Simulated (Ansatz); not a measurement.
Zr (hcp, Mg type)

```
Zr
1.0
    3.23160     0.00000     0.00000
   -1.61580     2.79864     0.00000
    0.00000     0.00000     5.17363
Zr
2
Direct
  0.33333   0.66667   0.75000
  0.66667   0.33333   0.25000
```

In each cell atom 2 (Zr, nearest neighbour Zr at 3.189 Å; its periodic images, 3.2 Å or more away, move with it) moves by s·(-0.507, 0.292, -0.811) (towards the nearest neighbour), the rest being held.

Method: PBE (plane waves to 420 eV, PAW, scalar-relativistic; Ansatz, a quantum-chemistry and plane-wave program). k mesh 13×13×7 (Γ-centred), Fermi-Dirac smearing 0.05 eV. Left out: 1 of 11 points, with atoms too close for the PAW data. With partly filled bands, energies and forces of such displacements shift with the k mesh and the smearing. F∥ is the force on the atom along that direction. The PAW data are Ansatz's earlier set. Zr is run without spin polarisation. Zr was relaxed with its symmetry unable to fall. 

| s (Å) | F∥ (eV/Å) |
|---|---|
| -0.640 | 2.895 |
| -0.512 | 2.143 |
| -0.384 | 1.486 |
| -0.256 | 0.908 |
| -0.128 | 0.392 |
| 0.000 | 0.000 |
| 0.128 | -0.393 |
| 0.256 | -0.907 |
| 0.384 | -1.506 |
| 0.512 | -2.165 |

Task: What is the force constant k = d²E/ds² of this move at s = 0?

Result: 2.90 eV/Å². The forces along the line at the two nearest points give (0.392 − (-0.393)) / (2·0.128) = 3.07 eV/Å²; the next pair corrects for the finite step.

(A displaced cell: forces are minus the slopes of the energy, force constants its curvatures, and phonons follow from these.)
